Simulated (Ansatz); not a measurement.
Given:

TaAl:
```
CELL_PARAMETERS angstrom
      3.20786     0.00000     0.00000
      0.00000     3.20786     0.00000
      0.00000     0.00000     3.20786
ATOMIC_POSITIONS crystal
  Ta 0.00000 0.00000 0.00000
  Al 0.50000 0.50000 0.50000
```

This is the r²SCAN-relaxed structure.

### Question
All from plane-wave PAW r²SCAN (Ansatz code), unless another level is named. Give the bulk modulus (Birch–Murnaghan fit).

### Answer
163 GPa.

### Question
And the elastic constants (relaxed ions, GPa)?

### Answer
C11 = -13.3, C12 = 252, C44 = 38.6.

Space group Pm-3m (CsCl type). The start of the workflow was typed in or built on a structure type; neither database checked (COD, Materials Project) lists it. Whether it is the stable phase at ambient conditions was not checked. The r²SCAN relaxation kept the symmetry of its start. At this level the phase is mechanically unstable. The run is not spin-polarised. As this level gives no gap, shear constants depend on the k-mesh and smearing (Fermi–Dirac, 0.1 eV here). Spin–orbit coupling is left out wherever it is not named.

Potentials: the later of the program's two PAW sets.
